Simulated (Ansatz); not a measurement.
This cell of SnSe2 (CdI2 type) is off equilibrium:

```
CELL_PARAMETERS angstrom
      3.73050     0.00000     0.00000
     -1.86525     3.23071     0.00000
      0.00000     0.00000     5.83401
ATOMIC_POSITIONS crystal
  Sn 0.00000 0.00000 0.00000
  Se 0.33333 0.66667 0.27688
  Se 0.66667 0.33333 0.72312
```

Level of theory: PBE-D3(BJ) (plane waves to 420 eV, PAW, scalar-relativistic; Ansatz, a first-principles code). k mesh 10×10×6 (Γ-centred), Fermi-Dirac smearing 0.05 eV. E stands for the smeared free energy. Compression counts positive. SnSe2 was relaxed with its symmetry unable to fall.

Problem. Give the stress tensor in GPa and the pressure.

Solution. 
```
    5.2      0.0      0.0
    0.0      5.2      0.0
    0.0      0.0      2.8
```
The pressure, a third of the trace, is 4.4 GPa.

Problem. It is the relaxed cell scaled evenly to V/V₀ = 0.917, atoms relaxed where free. What is its energy relative to the relaxed cell?

Solution. 27 meV/atom.

(A scan under strain: stresses follow from slopes of the energy per volume, elastic moduli from its curvatures.)
